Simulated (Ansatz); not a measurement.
Data:

SnS:
```cif
data_S4Sn4
_chemical_formula_sum 'S4 Sn4'
_space_group_name_H-M_alt 'P 1'
_space_group_IT_number 1
_cell_length_a 10.98754
_cell_length_b 3.95366
_cell_length_c 4.18645
_cell_angle_alpha 90.000
_cell_angle_beta 90.000
_cell_angle_gamma 90.000
loop_
_space_group_symop_operation_xyz
  'x, y, z'
loop_
_atom_site_label
_atom_site_type_symbol
_atom_site_fract_x
_atom_site_fract_y
_atom_site_fract_z
_atom_site_occupancy
S1 S 0.85389 0.25000 0.47371 1
S2 S 0.14611 0.75000 0.52629 1
S3 S 0.64611 0.75000 0.97371 1
S4 S 0.35389 0.25000 0.02629 1
Sn1 Sn 0.11795 0.25000 0.10968 1
Sn2 Sn 0.88205 0.75000 0.89032 1
Sn3 Sn 0.38205 0.75000 0.60968 1
Sn4 Sn 0.61795 0.25000 0.39032 1
```

This is the LDA-relaxed structure.

Question: All from LDA in the plane-wave PAW code Ansatz, unless another level is named. Predict the Hill bulk and shear moduli.

Answer: 44.9 and 26.9 GPa.

Question: Predict the highest zone-centre frequency (without LO–TO term).

Answer: 276 cm⁻¹.

Space group Pnma. Symmetry was held in the LDA relaxation; of distortions, only those at the zone centre were tested. A crystal of weakly bound layers computed without a dispersion correction: the cell and the soft elastic constants depend strongly on that. Scalar-relativistic: spin–orbit coupling is off unless named, which matters more the heavier the elements.

Potentials: the later of the program's two PAW sets.
